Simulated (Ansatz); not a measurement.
ZrRh (space group Pnma)

```yaml
crystal:
  lattice:
    - [6.05513, 0.00000, 0.00000]
    - [0.00000, 4.43946, 0.00000]
    - [0.00000, 0.00000, 5.25186]
  atoms:
    - { symbol: Zr, position: [0.82494, 0.75000, 0.85909] }
    - { symbol: Zr, position: [0.17506, 0.25000, 0.14091] }
    - { symbol: Zr, position: [0.67506, 0.25000, 0.35909] }
    - { symbol: Zr, position: [0.32494, 0.75000, 0.64091] }
    - { symbol: Rh, position: [0.45309, 0.75000, 0.16832] }
    - { symbol: Rh, position: [0.54691, 0.25000, 0.83168] }
    - { symbol: Rh, position: [0.04691, 0.25000, 0.66832] }
    - { symbol: Rh, position: [0.95309, 0.75000, 0.33168] }
```

The slice is a (100) plane (indices of the conventional cell) through the point (0.547, 0.250, 0.832) (fractional), spanned by u = [010] and v = [001] in vectors of this cell: u (4.44 Å) and v (5.25 Å, at 90° to u). It covers one period; positions are fractions (u, v).

Computed with PBEsol (plane waves to 420 eV, PAW, scalar-relativistic; Ansatz, a program for electronic structure). k mesh 8×11×9. These are valence fields of a PAW run, semicore shells included where kept as valence: close to a nucleus they are smooth pseudo fields. ZrRh is run without spin polarisation. ZrRh was relaxed with its symmetry unable to fall.

Three fields on this plane, each scaled to ten steps between its own extremes (0 low, 9 high; the total valence density on a logarithmic scale, the potential cut 8 eV below its top; x marks points blanked near nuclei; v = 0 in the bottom row):

Map A
```
|xxxxx85321112358xxxx|
|xxxxx74321112347xxxx|
|xxxx9542111112459xxx|
|xxx964321101123469xx|
|99764321000001234679|
|66543110000000113456|
|65432100000000012345|
|87531000000000001357|
|xx85210111111101258x|
|xxx742222333222247xx|
|xxx953344555443359xx|
|xxx964568999865469xx|
|xxx85569xxxxx96558xx|
|xx86568xxxxxxx86568x|
|6554469xxxxxxx964455|
|3333469xxxxxxx964333|
|3333459xxxxxxx954333|
|5443457xxxxxxx754344|
|88654458xxxxx8544568|
|xxx854457999754458xx|
|xxxx8544556554458xxx|
|xxxxx64333333346xxxx|
|xxxxx85322222358xxxx|
|xxxxx85322122358xxxx|
```

Map B
```
|xxxxx58974347985xxxx|
|xxxxx69852125896xxxx|
|xxxx5897310137985xxx|
|xxx579962000269975xx|
|66679984100014899766|
|56678863100013688766|
|33345553211123555433|
|33211344433344431123|
|xx51124666666642115x|
|xxx412577666775214xx|
|xxx623665444566326xx|
|xxx634654444456436xx|
|xxx43565xxxxx56534xx|
|xx42455xxxxxxx55424x|
|2112555xxxxxxx555211|
|1124655xxxxxxx556421|
|3446654xxxxxxx456644|
|5556653xxxxxxx356655|
|44445543xxxxx3455444|
|xxx335544555445533xx|
|xxxx3465555555643xxx|
|xxxxx36766666763xxxx|
|xxxxx46876667864xxxx|
|xxxxx47875557874xxxx|
```

Map C
```
|xxxxx38887778883xxxx|
|xxxxx58876567885xxxx|
|xxxx2788654568872xxx|
|xxx268976444679862xx|
|12468998654568998642|
|44679998765678999764|
|12367998877788997632|
|00025899988899985200|
|xx00378999999987300x|
|xxx016899999998610xx|
|xxx005787767787500xx|
|xxx005653000356500xx|
|xxx02541xxxxx14520xx|
|xx00352xxxxxxx25300x|
|0014550xxxxxxx055410|
|3457760xxxxxxx067754|
|6788971xxxxxxx179887|
|6789984xxxxxxx489987|
|23579972xxxxx2799753|
|xxx279874101478972xx|
|xxxx2799766679972xxx|
|xxxxx59998889995xxxx|
|xxxxx48999899984xxxx|
|xxxxx38998889983xxxx|
```

Q: Assign the maps to these fields: electron localisation function (ELF); valence electron density; electrostatic potential energy of an electron, from the cell's mean.

A: A is the valence electron density; B is the electron localisation function (ELF); C is the electrostatic potential energy of an electron, from the cell's mean.
